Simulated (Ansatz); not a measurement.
## MnS (Fm-3m): electronic heat capacity from the density of states

Method: DFT PBE, scalar-relativistic, plane waves, PAW (Ansatz).

Plane waves to 420 eV, a k mesh through Γ of 14×14×14 on the computed 2-atom cell and Gaussian smearing (0.10 eV); collinear spin from starting moments 4.42 0.14 μB.

Relaxed cell: Fm-3m, a = 5.095 Å, b = 5.095 Å, c = 5.095 Å, α = 90.00°, β = 90.00°, γ = 90.00°, 2 atoms in the primitive cell.

The density of states at the Fermi level is 1.007 states/eV in the cell of 2 atoms (1 formula unit; both spins, tetrahedra on a 21×21×21 mesh). The run ends with a moment of 4.48 μB a cell (largest on a site 4.02 μB), and the figure is for this state; a paramagnetic sample can have a quite different one. Another magnetic order, if the compound takes it, can change N(E_F) and the shape of the cell a good deal, and may open a gap, where γ is close to zero.

Problem. What Sommerfeld coefficient does this give?

Solution. Per formula unit N(E_F) = 1.007 states/eV. γ = (π²/3) k_B² N(E_F) N_A = 2.357 mJ/(mol K²) per state/eV, so γ = 2.4 mJ/(mol K²), a mole of formula units. This is the bare band result: a measured γ of the same phase and magnetic order is as a rule larger by a factor 1 + λ from phonons and spin fluctuations. N(E_F) at one energy is sensitive to the mesh where the density of states has sharp peaks.

The cell holds one magnetic atom, so it can only be ferromagnetic; an antiferromagnetic order may lie lower.

Only this magnetic start was tried.

Cost: 1 run of about 1.1 core-minutes, on Intel Xeon Processor @ 2.50GHz (Skylake/Cascade Lake) (shared hosts).